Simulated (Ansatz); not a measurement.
Input and command of a plane-wave DFT calculation in Ansatz:

```yaml
crystal:
  lattice:
    - [0.0, 2.9877978452, 2.9877978452]
    - [2.9877978452, 0.0, 2.9877978452]
    - [2.9877978452, 2.9877978452, 0.0]
  atoms:
    - { symbol: Be, position: [0.3752773535, 0.8741679394, 0.3752773535] }
    - { symbol: Be, position: [0.3752773535, 0.3752773535, 0.8741679394] }
    - { symbol: Be, position: [0.3752773535, 0.3752773535, 0.3752773535] }
    - { symbol: Be, position: [0.8741679394, 0.3752773535, 0.3752773535] }
    - { symbol: Be, position: [0.75, 0.75, 0.75] }
    - { symbol: Au, position: [0.0, 0.0, 0.0] }
basis:
  ecutwfc: 500
kpoints:
  mp_grid: { grid: [10, 10, 10] }
hamiltonian:
  xc: r2scan
scf:
  occupations: { method: gaussian, width: 0.1 }
output:
  forces: true
  stress: true
  eigenvalues: true
  write_density: true
  write_potential: true
  elf: true
  volumetric_format: npy
relax:
  adjacent_minimum: "off"
  f_tol: 0.008
  max_steps: 40
```

```bash
ansatz run input.yaml --threads 1 --pin off --max-ram 2560MiB --backend cpu --events-out ev --progress --plain --runs-dir out
```

Processor: Intel(R) Xeon(R) 6975P-C (Granite Rapids), 1 thread, on a host shared with other jobs.

Estimate time, memory and problem size.

About 15 s on 1 thread of Intel(R) Xeon(R) 6975P-C (Granite Rapids), on a shared host, peak memory 0.61 GiB. It solves 21 bands at 47 k points (the mesh reduced by symmetry) with about 1363 plane waves, in 11 SCF iterations over 2 ionic steps.
